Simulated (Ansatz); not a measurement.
PbI2:
```
CELL_PARAMETERS angstrom
      4.46688     0.00000     0.00000
     -2.23344     3.86843     0.00000
      0.00000     0.00000    27.21394
ATOMIC_POSITIONS crystal
  Pb 0.33333 0.66667 0.75028
  Pb 0.66667 0.33333 0.25028
  Pb 0.33333 0.66667 0.99972
  Pb 0.66667 0.33333 0.49972
  I  0.33333 0.66667 0.18181
  I  0.66667 0.33333 0.68181
  I  0.00000 0.00000 0.81882
  I  0.00000 0.00000 0.31882
  I  0.00000 0.00000 0.06818
  I  0.00000 0.00000 0.56818
  I  0.66667 0.33333 0.93119
  I  0.33333 0.66667 0.43119
```

Relaxed with LDA. Independent-particle spectrum: no excitons, no local fields, no scissors shift; 0.1 eV broadening; ε₁ of the summed bands alone.

Question: Tabulate the dielectric function from LDA in the plane-wave PAW code Ansatz.

Answer: 

```
E (eV)  ε₁ xx  ε₂ xx  ε₁ zz  ε₂ zz
------  -----  -----  -----  -----
0.0      8.12   0.00   8.03   0.00
0.4      8.19   0.00   8.09   0.00
0.8      8.40   0.00   8.30   0.00
1.2      8.80   0.00   8.68   0.00
1.6      9.47   0.00   9.34   0.00
2.0     10.63   0.01  10.55   0.23
2.4     12.92   0.25  12.19   0.70
2.8     17.09   2.81  14.76   2.39
3.2     21.87  13.49  18.12   8.40
3.6      7.53  18.90  14.42  16.16
4.0      2.00  20.43   4.00  23.66
4.4     -5.05  13.94  -1.67  18.38
4.8     -5.19   7.21  -7.37  10.81
5.2     -3.76   4.91  -6.71   6.31
5.6     -2.37   2.97  -3.84   2.65
6.0     -0.89   2.77  -2.70   2.76
6.4     -0.06   2.56  -1.26   0.94
6.8      0.78   2.10   0.62   1.01
7.2      2.66   4.86   1.84   1.70
7.6     -0.68   5.83   3.00   4.64
8.0     -1.35   3.33   0.16   4.62
8.4     -0.55   3.01  -0.39   4.58
8.8     -0.78   3.16  -1.03   3.53
9.2     -0.78   2.50  -0.62   2.99
9.6     -0.61   2.31  -0.93   2.88
10.0    -0.44   2.29  -0.90   2.54
10.4    -0.51   2.45  -1.05   2.63
10.8    -0.88   2.40  -1.34   2.21
11.2    -1.07   2.10  -1.13   1.76
11.6    -1.14   1.61  -1.05   1.50
12.0    -1.10   1.32  -1.26   1.39
```

Question: From ε at 3.9 eV (xx: 5.28 + 19.10i), find n, k, the normal reflectivity and the absorption coefficient.

Answer: n = 3.54, k = 2.696, R = 49 %, α = 2kE/ħc = 1100000 cm⁻¹.

With all bands, ε∞ without local fields is 8.23 (xx = yy), 8.15 (zz).

Space group P6_3mc. The first step of the workflow began from a Materials Project structure, measured or hypothetical; the Crystallography Open Database files this formula in space group No. 186, but the cells were not matched. It is not the phase usual at ambient conditions (space group No. 164). The LDA relaxation kept the symmetry of its start; its stability against distortions is not shown here. A crystal of weakly bound layers computed without a dispersion correction: the cell and the soft elastic constants depend strongly on that. Spin–orbit coupling is left out wherever it is not named.

Potentials: the later of the program's two PAW sets.
